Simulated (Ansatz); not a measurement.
A geometry of MgF2 away from equilibrium: the start of the relaxation of a relaxed MgF2 cell stretched uniformly to 130 % of its volume. The numbers are results of PBEsol (plane waves to 420 eV, PAW, scalar-relativistic; Ansatz, a first-principles code), not measurements. Γ-centred k-mesh 6×6×4 on the run's cell (coarser than for final values), Fermi–Dirac smearing 0.05 eV.

```xyz
6
Lattice="5.9600 -2.1149 0.0000 5.9600 2.1149 0.0000 -4.0308 0.0000 5.6525" Properties=species:S:1:pos:R:3 pbc="T T T"
Mg    10.0346     0.0000     0.7871
Mg    -2.1454     0.0000     4.8653
F      4.2234     0.0000     5.1549
F      3.6658     0.0000     0.4976
F     -2.0154     0.0000     2.8262
F      0.0000     0.0000     0.0000
```

### Question
Give the Cartesian forces on all atoms (eV/Å).

### Answer
| atom | Fx | Fy | Fz |
|---|---|---|---|
| Mg1 | 0.21 | 0.00 | 0.14 |
| Mg2 | -0.21 | 0.00 | -0.14 |
| F3 | 0.46 | 0.00 | 0.34 |
| F4 | -0.46 | 0.00 | -0.34 |
| F5 | 0.00 | 0.00 | 0.00 |
| F6 | 0.00 | 0.00 | 0.00 |

### Question
What is the pressure?

### Answer
-8.6 GPa, compression positive.

No spin polarisation in the result.

The run could not lose the symmetry of its start.

Of the parent cell (C2/m (No. 12)): The relaxation started from an entry of Materials Project.

The cell that was disturbed is our relaxation of an entry of Materials Project.
